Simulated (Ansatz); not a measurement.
Input file for Ansatz (an electronic-structure program):

Ansatz 0.2 input:
```yaml
crystal:
  lattice:
    - [3.1518158208, 0.0, 0.0]
    - [-1.5759079104, 2.7295525688, 0.0]
    - [0.0, 0.0, 5.1383528563]
  atoms:
    - { symbol: Ga, position: [0.6666666667, 0.3333333333, 0.000818877] }
    - { symbol: Ga, position: [0.3333333333, 0.6666666667, 0.500818877] }
    - { symbol: N, position: [0.6666666667, 0.3333333333, 0.624381123] }
    - { symbol: N, position: [0.3333333333, 0.6666666667, 0.124381123] }
kpoints:
  mp_grid: { grid: [10, 10, 6] }
hamiltonian:
  xc: lda
  pseudopotentials: { kind: paw }
scf:
  occupations: { method: fixed }
phonons:
  method: dfpt
  response_accuracy: low
  eigenvectors: true
  rigid_motions: translations
  dielectric: true
  raman: true
```

Output (shortened):

```
Pseudopotential: Ga, paw, valence charge 13
Pseudopotential: N, paw, valence charge 5
Functional definition: SPW92
Crystal: 4 atoms, lattice volume = 44.205 Å³
Basis set: ecut = 420 eV, 845 PW (Γ), exchange–correlation on 48×48×72 points (8 copies of the dense FFT grid, shifted against one another)
Bands: 22, of which v1, the nominal top of the filled ones, is band 18 counted from 1 (17 counted from 0)
Symmetry: 12 space group operations
k-points: 172 of 600 (irreducible under 2 space group operations, time reversal used)
SCF iter   1: F=—  HF=-8164.211999 eV  |F-HF|=—  |Δ(HF+E_count)|=         —  Δρ=1.35e-2  dr2=7.57e-2  ethr=1.77e-3  ⟨swp⟩=4.4  Hψ=13435  notcnv=0  defer=201
preconditioner: auto → Resta (q_TF=auto, 2.637 Å⁻¹)
SCF iter   2: F=—  HF=-8164.190492 eV  |F-HF|=—  |Δ(HF+E_count)|=   2.15e-2  Δρ=3.63e-3  dr2=3.43e-3  ethr=2.10e-4  ⟨swp⟩=2.5  Hψ=7227  notcnv=0  defer=341
SCF iter   3: F=—  HF=-8164.189549 eV  |F-HF|=—  |Δ(HF+E_count)|=   9.43e-4  Δρ=1.62e-3  dr2=5.39e-4  ethr=9.52e-6  ⟨swp⟩=2.0  Hψ=4334  notcnv=0  defer=344
SCF iter   4: F=—  HF=-8164.189367 eV  |F-HF|=—  |Δ(HF+E_count)|=   1.82e-4  Δρ=1.55e-4  dr2=5.87e-6  ethr=1.50e-6  ⟨swp⟩=2.6  Hψ=6843  notcnv=0  defer=324
SCF iter   5: F=—  HF=-8164.189365 eV  |F-HF|=—  |Δ(HF+E_count)|=   2.41e-6  Δρ=6.59e-5  dr2=1.35e-6  ethr=1.63e-8  ⟨swp⟩=2.0  Hψ=6858  notcnv=0
SCF iter   6: F=—  HF=-8164.189367 eV  |F-HF|=—  |Δ(HF+E_count)|=   1.83e-6  Δρ=2.77e-5  dr2=2.58e-7  ethr=3.76e-9  ⟨swp⟩=2.1  Hψ=5660  notcnv=0
SCF iter   7: F=—  HF=-8164.189367 eV  |F-HF|=—  |Δ(HF+E_count)|=   6.06e-8  Δρ=5.75e-6  dr2=1.23e-8  ethr=7.16e-10  ⟨swp⟩=2.2  Hψ=6386  notcnv=0
SCF iter   8: F=—  HF=-8164.189367 eV  |F-HF|=—  |Δ(HF+E_count)|=   2.08e-9  Δρ=5.71e-7  dr2=1.46e-10  ethr=3.41e-11  ⟨swp⟩=2.1  Hψ=6808  notcnv=0
SCF iter   9: F=-8164.189367 eV  HF=-8164.189367 eV  |F-HF|=1.82e-12  |Δ(HF+E_count)|=  4.73e-11  Δρ=7.51e-8  dr2=2.11e-12  ethr=1.00e-12  ⟨swp⟩=6.3  Hψ=20371  notcnv=0
SCF 1 converged in 9 iterations: F = -8164.189367 eV  dr2 = 2.11e-12
NSCF: frozen V_eff on 2 k-points
DFPT response loops at Γ: preconditioner auto → Resta (q_TF=auto, 2.637 Å⁻¹)  ε∞=5.3 (no band partly filled) …
── the response to a field inside a basis, on 10×10×6 k-points: an SCF that follows is theirs, and a resumed run solves both again ──
Crystal: 4 atoms, lattice volume = 44.205 Å³
Bands: 19, of which v1, the nominal top of the filled ones, is band 18 counted from 1 (17 counted from 0)
k-points: 90
SCF iter   1: F=—  HF=-8164.193305 eV  |F-HF|=—  |Δ(HF+E_count)|=         —  Δρ=6.35e-4  dr2=3.43e-5  ethr=1.00e-1
preconditioner: auto → Resta (q_TF=auto, 2.637 Å⁻¹)
SCF iter   2: F=—  HF=-8164.193304 eV  |F-HF|=—  |Δ(HF+E_count)|=   1.73e-7  Δρ=3.55e-4  dr2=1.47e-5  ethr=9.54e-8
SCF iter   3: F=—  HF=-8164.193305 eV  |F-HF|=—  |Δ(HF+E_count)|=   5.35e-7  Δρ=7.81e-5  dr2=5.64e-7  ethr=4.07e-8
SCF iter   4: F=—  HF=-8164.193304 eV  |F-HF|=—  |Δ(HF+E_count)|=   1.26e-6  Δρ=1.39e-5  dr2=6.55e-8  ethr=1.57e-9
SCF iter   5: F=—  HF=-8164.193304 eV  |F-HF|=—  |Δ(HF+E_count)|=   8.92e-9  Δρ=5.33e-6  dr2=8.11e-9  ethr=1.82e-10
SCF iter   6: F=—  HF=-8164.193304 eV  |F-HF|=—  |Δ(HF+E_count)|=   2.05e-8  Δρ=1.71e-6  dr2=4.58e-10  ethr=2.25e-11
SCF iter   7: F=-8164.193304 eV  HF=-8164.193304 eV  |F-HF|=9.09e-13  |Δ(HF+E_count)|=  1.36e-11  Δρ=1.86e-7  dr2=2.03e-11  ethr=1.27e-12
SCF 1 converged in 7 iterations: F = -8164.193304 eV  dr2 = 2.03e-11
DFPT response loops at Γ: preconditioner auto → Resta (q_TF=auto, 2.637 Å⁻¹)  ε∞=5.2 (no band partly filled) …
DFPT response loops at Γ: mixed as the last ones told, above
WARN: field response: ε∞ stands inside a basis, on 10×10×6 points …
SCF converged after 9 iterations
Free energy (F): -8164.189367 eV
Harris-Foulkes:  -8164.189367 eV  (|F-HF|=1.82e-12)
Internal energy: -8164.189367 eV  (E = F + TS)
E sigma→0 (E₀):  -8164.189367 eV
Fermi energy:    9.839357 eV
--- Per-component energies (eV) ---
  E_band       = -8.933416
  E_kinetic    = 496.114574
  E_local      = -3859.067289  (includes V_loc(G=0)·N_el)
  E_nonlocal   = 955.471115
  E_hartree    = 1774.929938
  E_xc         = -256.475689
  E_vxc        = -269.441024  (∫ρ·V_xc dr)
  E_paw        = -4070.214423  (= ΣΔE_a)
  E_vpaw       = -881.870703  (= ΣTr[D̂ρ^β])
  E_aug_tail   = 0.000032  (compensation charges beyond the density's cutoff)
  E_ewald      = -3208.564673
  E_core_change = 3.617048  (= ΣΔE_core)
  E_smearing   =  0.000000  (= −TS)
  E_closure    = 0.000000  (closes the sum)
  Σ components = -8164.189367   (vs F -8164.189367, Δ=0.00e0)
  [band-id]    e_kinetic+e_local+e_nonlocal+2·e_hartree+e_vxc+e_vpaw+e_augmentation_tail = -8.933419   (vs E_band -8.933416, Δ=-3.45e-6)
--- Band table (eV; the first three rows and the last of 172) ---
  k-point 0: bands = ["-6.3060", "-5.3455", "-3.7868", "-3.7700", "-3.7700", "-3.7036", "-3.7036", "-3.4937", "-3.4937", "-3.3863", "-3.3863", "-2.0133", "2.4786", "8.7548", "8.7548", "9.7869", "9.8394", "9.8394", "11.9682", "14.2114", "19.0529", "19.7452"]
  k-point 1: bands = ["-6.2196", "-5.3757", "-3.7685", "-3.7685", "-3.7648", "-3.7107", "-3.7107", "-3.4838", "-3.4838", "-3.3910", "-3.3910", "-2.3379", "3.0346", "8.8243", "8.8243", "8.9938", "9.7630", "9.7630", "12.6174", "14.2679", "18.8592", "19.7783"]
  k-point 2: bands = ["-5.9894", "-5.4861", "-3.7619", "-3.7619", "-3.7283", "-3.7283", "-3.6705", "-3.4589", "-3.4589", "-3.4057", "-3.4057", "-2.9458", "4.3319", "7.5324", "9.0157", "9.0157", "9.5581", "9.5581", "13.5951", "14.3651", "18.4525", "18.8616"]
  k-point 171: bands = ["-5.3121", "-5.1792", "-3.7331", "-3.6491", "-3.5821", "-3.5443", "-3.5159", "-3.4872", "-3.4191", "-3.4098", "-2.3050", "-1.3491", "3.5691", "4.4534", "5.6618", "6.1719", "7.5446", "8.0813", "15.4758", "16.4036", "17.2101", "18.0697"]
--- Phonons (Γ-DFPT): 4 representative perturbations + reference, on 172 of 600 k-points (Σ response iterations 12) ---
  ASR residual: 2.110e-4 → 0.000e0 eV/Å²; symmetrization residual: 1.871e-4 eV/Å²
  ASR residual per site (eV/Å²): 2.11e-4 2.11e-4 4.11e-5 4.11e-5
  Γ frequencies (cm⁻¹): 0.00 0.00 0.00 139.81 139.81 335.84 538.35 560.79 560.79 569.86 569.86 698.04
  ε∞ (high-frequency dielectric tensor):
        5.626713     0.000000     0.000000
        0.000000     5.626713     0.000000
        0.000000     0.000000     5.861929
  ε⁰ (static dielectric tensor: ions relaxed, cell fixed):
        9.690460     0.000000     0.000000
        0.000000     9.690460     0.000000
        0.000000     0.000000    10.779461
  ε⁰ − ε∞ (ionic part):
        4.063747     0.000000     0.000000
        0.000000     4.063747     0.000000
        0.000000     0.000000     4.917532
  softest optical mode at Γ: 139.81 cm⁻¹; the repairs (sum rule, projections) moved no ω² at Γ by more than (6.66 cm⁻¹)²
  Born effective charges Z* (e; rows j = field, columns β = displacement):
    site 0:
         2.58757    0.00000    0.00000
         0.00000    2.58757    0.00000
         0.00000    0.00000    2.73259
    site 1:
         2.58757    0.00000    0.00000
         0.00000    2.58757    0.00000
         0.00000    0.00000    2.73259
    site 2:
        -2.58757    0.00000    0.00000
         0.00000   -2.58757    0.00000
         0.00000    0.00000   -2.73259
    site 3:
        -2.58757    0.00000    0.00000
         0.00000   -2.58757    0.00000
         0.00000    0.00000   -2.73259
  Z* charge neutrality: 3.433e-2 e pre-enforcement
  solved inside a basis spanned on kpoints, on 10×10×6 k-points transformed towards the longest dipole …
  Raman tensors (in the event stream and the table raman_tensors.tsv) …
  optical modes at Γ without the LO–TO term, one row a degenerate level:
      ω (cm⁻¹)  modes    IR ((D/Å)²/amu)  static Raman (Å⁴/amu)  depolarisation
        139.81      2             0.0000                 0.3328           0.750
        335.84      1             0.0000                 0.0000               —
        538.35      1            29.5393                23.2640           0.740
        560.79      2            52.9745                 7.3582           0.750
        569.86      2             0.0000                30.5105           0.750
        698.04      1             0.0000                 0.0000               —
  optical modes at Γ + LO–TO along q̂ = [1.0000, 0.0000, 0.0000]:
      ω (cm⁻¹)  modes    IR ((D/Å)²/amu)  static Raman (Å⁴/amu)  depolarisation
        139.81      2             0.0000                 0.3328           0.750
        335.84      1             0.0000                 0.0000               —
        538.35      1            29.5393                23.2640           0.740
        560.79      1            26.4873                 3.6791           0.750
        569.86      2             0.0000                30.5105           0.750
        698.04      1             0.0000                 0.0000               —
        735.94      1            26.4873                 8.2895           0.750
  optical modes at Γ + LO–TO along q̂ = [0.0000, 1.0000, 0.0000]:
      ω (cm⁻¹)  modes    IR ((D/Å)²/amu)  static Raman (Å⁴/amu)  depolarisation
        139.81      2             0.0000                 0.3328           0.750
        335.84      1             0.0000                 0.0000               —
        538.35      1            29.5393                23.2640           0.740
        560.79      1            26.4873                 3.6791           0.750
        569.86      2             0.0000                30.5105           0.750
        698.04      1             0.0000                 0.0000               —
        735.94      1            26.4873                 8.2895           0.750
  optical modes at Γ + LO–TO along q̂ = [0.0000, 0.0000, 1.0000]:
      ω (cm⁻¹)  modes    IR ((D/Å)²/amu)  static Raman (Å⁴/amu)  depolarisation
        139.81      2             0.0000                 0.3328           0.750
        335.84      1             0.0000                 0.0000               —
        560.79      2            52.9745                 7.3582           0.750
        569.86      2             0.0000                30.5105           0.750
        698.04      1             0.0000                 0.0000               —
        730.04      1            29.5393                38.7920           0.735
```

Cost: roughly 14 core-minutes on shared cores.

Space group P6_3mc (wurtzite). Symmetry was held in the LDA relaxation; phonons on a q-mesh show no instability. Spin–orbit coupling is left out wherever it is not named.

Potentials: the later of the program's two PAW sets.

Ansatz is a plane-wave DFT program.
